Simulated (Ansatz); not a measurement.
Run on Zn (diamond type): DFT, LDA, all-electron LAPW, scalar-relativistic (Ansatz 0.2.0). This run: diamond relaxed under pressure.

The cell comes from a relaxation on PAW files under the same functional, begun from a prototype that needn't be the stable phase.

Command: `ansatz run input.yaml --threads 1 --pin off --max-ram 3584MiB --backend cpu --events-out ev --progress --plain --runs-dir out` It took 93 s on 1 thread of Arm Neoverse V2, on a shared host, peak memory 0.56 GiB.

```yaml
crystal:
  lattice:
    - [0.0, 2.336917257, 2.336917257]
    - [2.336917257, 0.0, 2.336917257]
    - [2.336917257, 2.336917257, 0.0]
  atoms:
    - { symbol: Zn, position: [-0.125, -0.125, -0.125] }
    - { symbol: Zn, position: [0.125, 0.125, 0.125] }
kpoints:
  mp_grid: { grid: [14, 14, 14] }
scf:
  occupations: { method: fermi_dirac, width: 0.08 }
hamiltonian:
  xc: lda
  pseudopotentials: { kind: all_electron, lapw: { basis_error: 0.0005 } }
output:
  forces: true
  stress: true
  eigenvalues: true
relax:
  f_tol: 0.005
  max_steps: 12
  cell: { p_target: 78.0, stress_tol: 0.039 }
```

Output:

```
The last accepted step is kept in <dir> (removed where the run ends without a failure and the disk answers)
LAPW: plane waves up to 12.356 Å⁻¹, error target 5.0e-4 eV per atom; small_component_spin mean_spin; Zn in spheres of 0.982 Å, 20 of its electrons in bands, Dirac shells [] (how accurate: hamiltonian.pseudopotentials.lapw.basis_error, Limitations)
Engine: ansatz 0.2.0
Pseudopotentials: kind: all_electron
Pseudopotential: Zn, LAPW, valence charge 20, lapw/all_electron/scalar/gaussian/Zn, Koelling and Harmon's equation, gaussian nucleus
Functional definition: SPW92
  exchange = slater_x
  correlation = pw_c
Crystal: 2 atoms, lattice volume = 25.525 Å³
Basis set: ecut = 581.7159738180413 eV, 869 PW (Γ), exchange–correlation at level 2
Bands: 24, of which v1, the nominal top of the filled ones, is band 20 counted from 1 (19 counted from 0)
Symmetry: 48 space group operations
Space group: Fd-3m (ITA 227), of the structure as read, at distance tolerance 2.9e-5 Å
k-points: 104 of 2744
Non-local potential: Zn, projectors of the file, none
Initial density: superposition of atomic densities (chi_scale 0.1, normalization cell)
Initial wavefunctions: plane waves of lowest kinetic energy (no species holds an atomic orbital)
Functional: x = slater, c = lda
iter 1 solved again at ethr=5.23e-4 eV; its pass at ethr=1.00e-1 eV (dr2=2.09e-1 eV) is discarded
SCF iter   1: F=—  HF=-97597.336047 eV  |F-HF|=—  |Δ(HF+E_count)|=         —  Δρ=3.68e-2  dr2=2.10e-1  ethr=5.23e-4  ⟨swp⟩=2.7  Hψ=15475  notcnv=0
preconditioner: auto → Kerker (q_TF=auto, 2.940 Å⁻¹)  [metal: Δε(μ)=0.084 eV  Ē_g=13.969 eV  σ=0.080 eV  W_gap=0.26  n_scr=14 (ndim 8)  ℏωp=36.0 eV  f_vac=0.002  D(μ)=0.54/eV (n_scr^D=0)]
iter 2 solved again at ethr=1.45e-5 eV; its pass at ethr=5.23e-4 eV (dr2=5.81e-3 eV) is discarded
SCF iter   2: F=—  HF=-97597.113680 eV  |F-HF|=—  |Δ(HF+E_count)|=   2.22e-1  Δρ=7.66e-3  dr2=5.81e-3  ethr=1.45e-5  ⟨swp⟩=2.0  Hψ=13606  notcnv=0
SCF iter   3: F=—  HF=-97596.955404 eV  |F-HF|=—  |Δ(HF+E_count)|=   1.58e-1  Δρ=1.18e-2  dr2=2.14e-2  ethr=1.45e-5  ⟨swp⟩=3.0  Hψ=8626  notcnv=0
SCF iter   4: F=—  HF=-97596.944487 eV  |F-HF|=—  |Δ(HF+E_count)|=   1.09e-2  Δρ=3.66e-3  dr2=2.85e-3  ethr=1.45e-5  ⟨swp⟩=2.5  Hψ=7035  notcnv=0
SCF iter   5: F=—  HF=-97596.944167 eV  |F-HF|=—  |Δ(HF+E_count)|=   3.19e-4  Δρ=6.47e-4  dr2=6.30e-5  ethr=7.12e-6  ⟨swp⟩=2.0  Hψ=6981  notcnv=0
SCF iter   6: F=—  HF=-97596.944120 eV  |F-HF|=—  |Δ(HF+E_count)|=   4.76e-5  Δρ=1.94e-4  dr2=1.37e-5  ethr=1.58e-7  ⟨swp⟩=2.0  Hψ=6986  notcnv=0
SCF iter   7: F=—  HF=-97596.944113 eV  |F-HF|=—  |Δ(HF+E_count)|=   6.58e-6  Δρ=3.26e-5  dr2=2.64e-7  ethr=3.43e-8  ⟨swp⟩=2.1  Hψ=6993  notcnv=0
SCF iter   8: F=-97596.944113 eV  HF=-97596.944113 eV  |F-HF|=3.78e-10  |Δ(HF+E_count)|=   3.10e-8  Δρ=5.81e-6  dr2=4.89e-9  ethr=6.59e-10  ⟨swp⟩=2.6  Hψ=7082  notcnv=0
SCF 1 converged in 8 iterations: F = -97596.944113 eV  dr2 = 4.89e-9
relax step   1: F+E_penalty+E_count = -97596.94411298 eV  Δ(F+E_penalty+E_count) = +0.000e0 eV  max|allowed force component| = 5.782e-18 eV/Å  Δτ_max = 0.0000 Å  P = +78.180 GPa  Ω = 25.525 Å³  (8 SCF iters, accepted)
Crystal: 2 atoms, lattice volume = 25.544 Å³
Basis set: ecut = 581.4158535292835 eV, 869 PW (Γ), exchange–correlation at level 2
Initial density: handed on by an earlier stage of this run
Initial wavefunctions: those handed on with the density
iter 1 solved again at ethr=1.14e-10 eV; its pass at ethr=1.00e-1 eV (dr2=4.58e-8 eV) is discarded
SCF iter   1: F=—  HF=-97596.953742 eV  |F-HF|=—  |Δ(HF+E_count)|=         —  Δρ=1.44e-5  dr2=2.77e-8  ethr=1.14e-10  ⟨swp⟩=4.7  Hψ=14236  notcnv=0
preconditioner: auto → Kerker (q_TF=auto, 2.940 Å⁻¹)  [metal: Δε(μ)=0.045 eV  Ē_g=14.801 eV  σ=0.080 eV  W_gap=0.14  n_scr=14 (ndim 8)  ℏωp=36.0 eV  f_vac=0.008  D(μ)=0.56/eV (n_scr^D=0)]
SCF iter   2: F=-97596.953742 eV  HF=-97596.953742 eV  |F-HF|=4.95e-10  |Δ(HF+E_count)|=   7.33e-9  Δρ=8.27e-6  dr2=9.54e-9  ethr=6.92e-11  ⟨swp⟩=2.0  Hψ=6981  notcnv=0
SCF 2 converged in 2 iterations: F = -97596.953742 eV  dr2 = 9.54e-9
relax step   2: F+E_penalty+E_count = -97596.95374170 eV  Δ(F+E_penalty+E_count) = -9.629e-3 eV  max|allowed force component| = 6.823e-17 eV/Å  Δτ_max = 0.0000 Å  P = +77.916 GPa  Ω = 25.544 Å³  (2 SCF iters, accepted)
Crystal: 2 atoms, lattice volume = 25.538 Å³
Basis set: ecut = 581.5110154705045 eV, 869 PW (Γ), exchange–correlation at level 2
iter 1 solved again at ethr=7.85e-12 eV; its pass at ethr=1.00e-1 eV (dr2=3.14e-9 eV) is discarded
SCF iter   1: F=—  HF=-97596.950691 eV  |F-HF|=—  |Δ(HF+E_count)|=         —  Δρ=5.43e-6  dr2=4.09e-9  ethr=7.85e-12  ⟨swp⟩=4.8  Hψ=14758  notcnv=0
preconditioner: auto → Kerker (q_TF=auto, 2.940 Å⁻¹)  [metal: Δε(μ)=0.045 eV  Ē_g=14.803 eV  σ=0.080 eV  W_gap=0.14  n_scr=14 (ndim 8)  ℏωp=36.0 eV  f_vac=0.008  D(μ)=0.56/eV (n_scr^D=0)]
SCF iter   2: F=-97596.950691 eV  HF=-97596.950691 eV  |F-HF|=5.82e-11  |Δ(HF+E_count)|=   1.66e-9  Δρ=3.99e-6  dr2=2.20e-9  ethr=7.85e-12  ⟨swp⟩=2.0  Hψ=6981  notcnv=0
SCF 3 converged in 2 iterations: F = -97596.950691 eV  dr2 = 2.20e-9
relax step   3: F+E_penalty+E_count = -97596.95069081 eV  Δ(F+E_penalty+E_count) = +3.051e-3 eV  max|allowed force component| = 7.286e-17 eV/Å  Δτ_max = 0.0000 Å  P = +78.000 GPa  Ω = 25.538 Å³  (2 SCF iters, accepted)
iter 1 solved again at ethr=5.38e-12 eV; its pass at ethr=1.00e-1 eV (dr2=2.15e-9 eV) is discarded
SCF iter   1: F=—  HF=-97596.950691 eV  |F-HF|=—  |Δ(HF+E_count)|=         —  Δρ=3.98e-6  dr2=2.15e-9  ethr=5.38e-12  ⟨swp⟩=2.0  Hψ=10542  notcnv=0
SCF iter   2: F=-97596.950691 eV  HF=-97596.950691 eV  |F-HF|=1.31e-10  |Δ(HF+E_count)|=  9.02e-10  Δρ=2.42e-6  dr2=8.90e-10  ethr=5.38e-12  ⟨swp⟩=2.0  Hψ=6982  notcnv=0
SCF 4 converged in 2 iterations: F = -97596.950691 eV  dr2 = 8.90e-10
relax step   4: F+E_penalty+E_count = -97596.95069080 eV  Δ(F+E_penalty+E_count) = +3.041e-9 eV  max|allowed force component| = 7.633e-17 eV/Å  Δτ_max = 0.0000 Å  P = +78.000 GPa  Ω = 25.538 Å³  stress off target by 7.03e-5 GPa  SCF on the basis re-selected at this cell (its energy is not comparable with the rows above)  (2 SCF iters)
basis re-selected at this cell: Δ(F+E_penalty+E_count) = +3.041e-9 eV, ΔP = -0.000 GPa vs the last step (what re-selecting the basis moved, after the strain that the cell walked since its last selection, with what the two solves' SCF thresholds leave and, on support functions, any second-order correction that the steps lacked; it is no measure of the basis error at this ecutwfc). This SCF's stress stands 7.03e-5 GPa from its target on what of the cell is left free (relax.cell.stress_tol is 3.90e-2 GPa) and its largest allowed force component is 7.63e-17 eV/Å (relax.f_tol is 5.00e-3 eV/Å): within both
SCF converged after 2 iterations
Free energy (F): -97596.950691 eV
Harris-Foulkes:  -97596.950691 eV  (|F-HF|=1.31e-10)
Internal energy: -97596.938786 eV  (E = F + TS)
E sigma→0 (E₀):  -97596.944738 eV
Entropy (-TS):   -0.011905 eV (-5.952 meV/atom)
Fermi energy:    16.559610 eV
--- Per-component energies (eV) ---
  E_band       = -1015.754954
  E_kinetic    = 99391.535762
  E_xc         = -3757.799490
  E_electrostatic = -193230.675058  (all electrons and nuclei)
  E_smearing   = -0.011905  (= −TS)
  E_closure    = 0.000000  (closes the sum)
  E_atoms      = -97596.969826  (free atoms, spherical and without spin; not in F)
  Σ components = -97596.950691   (vs F -97596.950691, Δ=0.00e0)
  Basis errors (estimates in eV, not in F): energy 2.0e-4 per atom: plane waves 1.9e-4 (1.2e-4 summed), levels above the bands 1.1e-57, relativity 2.4e-8, radial functions 1.0e-5, core shells 3.1e-8; eigenvalues (radial functions only) 1.4e-7; not estimated: angular momenta, meshes, grids; target (lapw.basis_error) 5.0e-4; muffin-tin radii Zn 0.982 Å
--- Forces (eV/Å), atoms counted from 1 ---
  atom   1  Zn     0.00000000    -0.00000000    -0.00000000
  atom   2  Zn     0.00000000     0.00000000     0.00000000
  max |Σ_I F_I| component: 1.85e-17 eV/Å
--- Stress (GPa, compression-positive) ---
       77.999930       0.000000      -0.000000
        0.000000      77.999930       0.000000
       -0.000000       0.000000      77.999930
  P = ⅓ Tr σ = 77.9999 GPa (779.999 kbar)
--- Band table (eV; the first three rows and the last of 104) ---
  k-point 0: bands = ["-110.2436", "-110.1157", "-64.9347", "-64.9347", "-64.9347", "-64.6928", "-64.6928", "-64.6928", "4.8442", "6.7588", "6.7588", "6.7588", "6.7690", "6.7690", "8.3843", "8.3843", "8.3843", "9.1993", "9.1993", "25.7494", "25.7494", "25.7494", "26.6068", "26.6068"]
  k-point 1: bands = ["-110.2424", "-110.1169", "-64.9359", "-64.9359", "-64.9341", "-64.6936", "-64.6916", "-64.6916", "4.9492", "6.6684", "6.6684", "6.7636", "6.8769", "6.8769", "8.3679", "8.3784", "8.3784", "9.2010", "9.2010", "23.8330", "25.1007", "25.1007", "27.3285", "27.3285"]
  k-point 2: bands = ["-110.2389", "-110.1204", "-64.9393", "-64.9393", "-64.9322", "-64.6959", "-64.6883", "-64.6883", "5.2549", "6.6033", "6.6033", "6.7815", "6.9868", "6.9868", "8.3285", "8.3687", "8.3687", "9.2033", "9.2033", "21.3980", "24.2696", "24.2696", "27.8074", "28.2469"]
  k-point 103: bands = ["-110.1797", "-110.1797", "-64.9805", "-64.9805", "-64.8148", "-64.8148", "-64.6482", "-64.6482", "6.3479", "6.3479", "7.1383", "7.1383", "7.6685", "7.6685", "8.0169", "8.0169", "9.3879", "9.3879", "13.5863", "13.5863", "15.5935", "15.5935", "27.8013", "27.8013"]
--- Relaxed structure (3 steps of the walk, 3 accepted, 1 SCFs on fresh bases) ---
  F+E_penalty+E_count = -97596.95069080 eV   max|allowed force component| = 7.633e-17 eV/Å   (the final SCF, on the basis selected at the relaxed cell)
  cell:  # Å, volume = 25.5382 Å³
    - [3.885221175082886e-34, 2.337329053586589, 2.337329053586589]
    - [2.337329053586589, 3.8215290246716945e-34, 2.337329053586589]
    - [2.337329053586589, 2.337329053586589, -9.744899012912816e-34]
  atoms:
    - { symbol: Zn, position: [-0.125, -0.125, -0.125] }
    - { symbol: Zn, position: [0.125, 0.125, 0.125] }
```

Next run (simple hexagonal relaxed under pressure), as changes to the input before:

```diff
   lattice:
-    - [0.0, 2.336917257, 2.336917257]
-    - [2.336917257, 0.0, 2.336917257]
-    - [2.336917257, 2.336917257, 0.0]
+    - [2.2752716146, 0.0, 0.0]
+    - [-1.1376358073, 1.9704430188, 0.0]
+    - [0.0, 0.0, 2.2980029209]
   atoms:
-    - { symbol: Zn, position: [-0.125, -0.125, -0.125] }
-    - { symbol: Zn, position: [0.125, 0.125, 0.125] }
+    - { symbol: Zn, position: [0.0, 0.0, 0.0] }
 kpoints:
-  mp_grid: { grid: [14, 14, 14] }
+  mp_grid: { grid: [19, 19, 17] }
 scf:
```

Results part of the output:

```
basis re-selected at this cell: Δ(F+E_penalty+E_count) = -7.720e-8 eV, ΔP = +0.001 GPa vs the last step (what re-selecting the basis moved, after the strain that the cell walked since its last selection, with what the two solves' SCF thresholds leave and, on support functions, any second-order correction that the steps lacked; it is no measure of the basis error at this ecutwfc). This SCF's stress stands 1.94e-2 GPa from its target on what of the cell is left free (relax.cell.stress_tol is 3.90e-2 GPa) and its largest allowed force component is 0.00e0 eV/Å (relax.f_tol is 5.00e-3 eV/Å): within both
SCF converged after 2 iterations
Free energy (F): -48799.404720 eV
Harris-Foulkes:  -48799.404720 eV  (|F-HF|=8.00e-9)
Internal energy: -48799.399003 eV  (E = F + TS)
E sigma→0 (E₀):  -48799.401861 eV
Entropy (-TS):   -0.005717 eV (-5.717 meV/atom)
Fermi energy:    22.172716 eV
--- Per-component energies (eV) ---
  E_band       = -407.018226
  E_kinetic    = 49692.927787
  E_xc         = -1879.427149
  E_electrostatic = -96612.899640  (all electrons and nuclei)
  E_smearing   = -0.005717  (= −TS)
  E_closure    = 0.000000  (closes the sum)
  E_atoms      = -48798.484913  (free atoms, spherical and without spin; not in F)
  Σ components = -48799.404720   (vs F -48799.404720, Δ=0.00e0)
  Basis errors (estimates in eV, not in F): energy 1.5e-4 per atom: plane waves 1.4e-4 (7.6e-5 summed), levels above the bands 2.5e-69, relativity 6.7e-9, radial functions 1.8e-5, core shells 6.3e-10; eigenvalues (radial functions only) 1.3e-6; not estimated: angular momenta, meshes, grids; target (lapw.basis_error) 5.0e-4; muffin-tin radii Zn 1.104 Å
--- Forces (eV/Å), atoms counted from 1 ---
  atom   1  Zn    -0.00000000     0.00000000     0.00000000
  max |Σ_I F_I| component: 8.22e-33 eV/Å
--- Stress (GPa, compression-positive) ---
       78.004063       0.000000       0.000000
        0.000000      78.004063       0.000000
        0.000000       0.000000      77.980589
  P = ⅓ Tr σ = 77.9962 GPa (779.962 kbar)
--- Band table (eV; the first three rows and the last of 360) ---
  k-point 0: bands = ["-105.0888", "-59.6584", "-59.5939", "-59.5939", "7.9143", "11.2798", "12.6508", "12.6508", "14.0835", "14.0835", "35.6814", "40.7716", "44.5209", "46.5128"]
  k-point 1: bands = ["-105.0883", "-59.6625", "-59.5936", "-59.5936", "8.0119", "11.3188", "12.6558", "12.6558", "14.0627", "14.0627", "34.2759", "42.2723", "44.6096", "46.6580"]
  k-point 2: bands = ["-105.0871", "-59.6744", "-59.5927", "-59.5927", "8.2976", "11.4383", "12.6702", "12.6702", "14.0037", "14.0037", "31.7744", "44.8742", "45.0223", "47.0894"]
  k-point 359: bands = ["-105.0443", "-59.7501", "-59.7302", "-59.7102", "11.8414", "12.1112", "12.7038", "13.0106", "14.3574", "26.6965", "27.2468", "28.8333", "31.9511", "32.7235"]
--- Relaxed structure (3 steps of the walk, 3 accepted, 2 SCFs on fresh bases) ---
  F+E_penalty+E_count = -48799.40471992 eV   max|allowed force component| = 0.000e0 eV/Å   (the final SCF, on the basis selected at the relaxed cell)
  cell:  # Å, volume = 10.3045 Å³
    - [2.275495963943079, 0.0, -4.0276757005441454e-33]
    - [-1.1377479819715395, 1.9706373109836657, 5.9669832551321226e-33]
    - [-4.0679145578870756e-33, 4.6103031656053514e-33, 2.297975428643302]
  atoms:
    - { symbol: Zn, position: [0.0, 0.0, 0.0] }
```
